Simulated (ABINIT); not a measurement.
ABINIT input for TlBr, PBE with JTH PAW datasets:

```
pp_dirpath "./pseudo"
pseudos "Tl.GGA_PBE-JTH.xml, Br.GGA_PBE-JTH.xml"

acell 3*1.0 angstrom
rprim
    3.999910000000     0.000000000000     0.000000000000
    0.000000000000     3.999910000000     0.000000000000
    0.000000000000     0.000000000000     3.999910000000
ntypat 2
znucl 81 35
natom 2
typat 1 2
xred
    0.000000000000     0.000000000000     0.000000000000
    0.500000000000     0.500000000000     0.500000000000
tolsym 1e-5
chksymtnons 0
chkprim 0

ecut 20
pawecutdg 40
pawovlp 20
ngkpt 6 6 6
nshiftk 1
shiftk 0 0 0
nband 13
occopt 7
tsmear 0.001
diemac 8
tolvrs 1e-10
nstep 90

nucefg 2
quadmom 0 0.313
nucfc 1
prtwf 0
prtden 0
prteig 0
prtebands 0
prtgsr 0
```

Geometry: a computed entry of the Materials Project; it was not checked against measured cells. It is TlBr in Pm-3m; whether this form has been observed was not checked. Stability against distortions was not tested.

Each row changes or adds one setting. The quadmom values are sizes without sign and don't touch the SCF cycle. The limit is 90 steps. Cost ratios are rough, from a shared machine.  

**Question.** Which of these changes costs the most SCF steps: diemac = 1000; diemac = 16; diemac = 2; diemac = 4; diemac = 40; iscf = 13; iscf = 7; kptopt = 2; kptopt = 3; nline = 2?

**Answer.** nline = 2, with 38 steps against 14.

```
setting typed    SCF steps  k-points  converged  rough cost ratio
---------------  ---------  --------  ---------  ----------------
as in the input         14        20        yes           about 1
diemac = 1000           13        20        yes           about 1
diemac = 16             14        20        yes           about 1
diemac = 2              13        20        yes           about 1
diemac = 4              13        20        yes           about 1
diemac = 40             13        20        yes           about 1
iscf = 13               13        20        yes           about 1
iscf = 7                14        20        yes           about 1
kptopt = 2              14       112        yes                 7
kptopt = 3              14       216        yes                10
nline = 2               38        20        yes                 2
```
